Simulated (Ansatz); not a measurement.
LiCl:
```cif
data_Cl4Li4
_chemical_formula_sum 'Li4 Cl4'
_space_group_name_H-M_alt 'Fm-3m'
_space_group_IT_number 225
_space_group_name_Hall '-F 4 2 3'
_cell_length_a 5.11227
_cell_length_b 5.11227
_cell_length_c 5.11227
_cell_angle_alpha 90.000
_cell_angle_beta 90.000
_cell_angle_gamma 90.000
loop_
_atom_site_label
_atom_site_type_symbol
_atom_site_symmetry_multiplicity
_atom_site_Wyckoff_symbol
_atom_site_fract_x
_atom_site_fract_y
_atom_site_fract_z
_atom_site_occupancy
Li1 Li 4 a 0.00000 0.00000 0.00000 1
Cl1 Cl 4 b 0.50000 0.50000 0.50000 1
```
(The calculation used a cell of 2 atoms; values per cell refer to that cell.)

Relaxed with r²SCAN.

### Question
Decompose the optical modes at the zone centre into irreducible representations, and say which are infrared and Raman allowed.

### Answer
Point group m-3m: Γ_opt = T1u. Infrared: T1u. Raman: none.

### Question
Assign frequencies (DFPT, the program Ansatz at the r²SCAN level (PAW); without the LO–TO term).

### Answer
T1u 193 cm⁻¹.

The r²SCAN relaxation kept the symmetry of its start; phonons on a q-mesh show no instability.

Potentials: the later of the program's two PAW sets.
